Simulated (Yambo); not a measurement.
GaAl3N4 (space group P-43m, No. 215): the exchange self-energy on PBEsol orbitals (Yambo, 4×4×4 mesh) holds the Coulomb divergence, which is integrated with random points (RandQpts).

```
random points  exchange-only gap Γ → Γ (eV)  shift of the valence edge (eV)  gap against the reference (meV)
-------------  ----------------------------  ------------------------------  -------------------------------
1,000                                 11.48                           -3.78                               40
10,000                                11.36                           -3.63                              -78
100,000                               11.47                           -3.79                               30
1,000,000                             11.45                           -3.76                                8
5,000,000                             11.44                           -3.75                        reference
```

From 1,000,000 points on, the gap stays within 20 meV of the run with most points. The error is statistical; each row is a single draw, so the rows fix no rate of convergence.

Spin-orbit coupling is not included.

Geometry of the Materials Project entry, not relaxed at this level; primitive cell a = 4.401 Å, b = 4.401 Å, c = 4.401 Å, α = 90.00°, β = 90.00°, γ = 90.00°.

The structure is a Materials Project entry; no match was found in the copy of COD used, and its stability was not checked.

A shift is the quasiparticle energy of the state minus its PBEsol energy.
